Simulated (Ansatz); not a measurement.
**Relaxing a structure of P**

The start is a relaxed P cell displaced along its unstable phonon at q = (½, ½, ½) of its primitive reciprocal cell (112i cm⁻¹), largest move 0.15 Å. Cell shape, volume and atoms are optimised at zero target pressure with PBEsol (plane waves to 420 eV, PAW, scalar-relativistic; Ansatz, a quantum-chemistry and plane-wave program). First-step values are on the input's coarse k-mesh.

Ansatz input (later rounds restart from its end on a renewed k-mesh):
Ansatz 0.2 input:
```yaml
crystal:
  lattice:
    - [4.8413978614, 0, 0]
    - [2.4206989307, 2.4206989307, 0]
    - [2.4206989307, 0, 2.4206989307]
  atoms:
    - { symbol: P, position: [0.0309827873, 0, -0.0619655745] }
    - { symbol: P, position: [0.4690172127, 0, 0.0619655745] }
basis: { ecutwfc: 420, ecutrho_ratio: 4, xc_grid: 2, fft_grid_basis: typed }
kpoints: { mp_grid: { grid: [13, 13, 13] } }
hamiltonian:
  xc: pbesol
  dispersion: none
  pseudopotentials: { kind: paw }
scf: { occupations: { method: fermi_dirac, width: 0.05 } }
relax: { f_tol: 0.01, max_steps: 100, cell: { stress_tol: 0.02 } }
output: { forces: true, stress: true }
```

**Question.** How large is the pressure on the unrelaxed cell, and of which sign?

**Answer.** +7.8 GPa (positive: the cell is compressed).

**Question.** What is the largest force in the starting geometry, and on which atom (counted from 1)?

**Answer.** 1.44 eV/Å, on P1, P2 (atoms numbered as listed).

**Question.** By how much does the energy per atom fall from start to end?

**Answer.** 0.05 eV/atom.

**Question.** Is the parent structure recovered?

**Answer.** It does not go back: it reaches I4/mmm (No. 139), 0.02 eV/atom below the parent.

**Question.** How do the shortest distances between atoms change?

**Answer.** The closest pairs of elements (up to four, under 3.6 Å), start → end: P–P 2.12 → 2.30 Å.

**Question.** What band gap does the relaxed structure have at this level?

**Answer.** Zero (metallic).

**Question.** What does it relax into? Give the structure.

**Answer.** 
Space group I4/mmm (No. 139); a = b = 3.437 Å, c = 4.862 Å, α = β = γ = 90.00°

```json
[
 {"atom": "P", "site": "4e", "symmetry": "4mm", "x": "0.0000", "y": "0.0000", "z": "0.2638"}
]
```
(The calculation used a cell of 2 atoms; values per cell refer to that cell.)

Final values are on a 19×19×19 k-mesh of the relaxed cell. No spin polarisation in the result.

The run could not lose the symmetry of its start, so the end can be a saddle point.

Of the parent cell (Pm-3m (No. 221)): The relaxed structure has the type that P is known to take under pressure; here it was relaxed at zero pressure, from a generated start.

The relaxed structure here is a generated cell of P: the first start was made by placing the elements on the sites of a structure type, and the end was not matched to a known phase here, so it may be hypothetical. Known forms of P include space group No. 64.
